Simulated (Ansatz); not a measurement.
Here is the system:

AlP:
```xyz
6
Lattice="3.8509 0.0000 0.0000 -1.9254 3.3349 0.0000 0.0000 0.0000 8.6900" Properties=species:S:1:pos:R:3 pbc="T T T"
Al     1.9254     0.0000     4.3450
Al    -0.9627     1.6675     1.4483
Al     0.9627     1.6675     7.2416
P      1.9254     0.0000     0.0000
P     -0.9627     1.6675     5.7933
P      0.9627     1.6675     2.8967
```

This is the PBE-relaxed structure.

**Question.** All from the program Ansatz at the PBE level (PAW), unless another level is named. Predict the electron effective mass.

**Answer.** 0.15, 0.41, 1.4 mₑ (principal values).

**Question.** And the smallest direct gap on the standard path?

**Answer.** 2.03 eV.

**Question.** Next, the formation energy from the elements (no fitted shifts)?

**Answer.** -0.42 eV/atom.

**Question.** Predict the weight of the valence-edge state by species (Voronoi cells).

**Answer.** P 74 %, Al 26 %.

**Question.** Give the conduction-band minimum.

**Answer.** at M (3 equivalent valleys).

Space group P6_222. The start of the workflow was typed in or built on a structure type; neither database checked (COD, Materials Project) lists it. It is not the phase usual at ambient conditions (space group No. 216). The cell was relaxed with PBE under the symmetry of its start; whether a distortion lowers the energy is not shown. The references are the lowest solids computed at this level, not always the standard phases.

Potentials: the later of the program's two PAW sets.
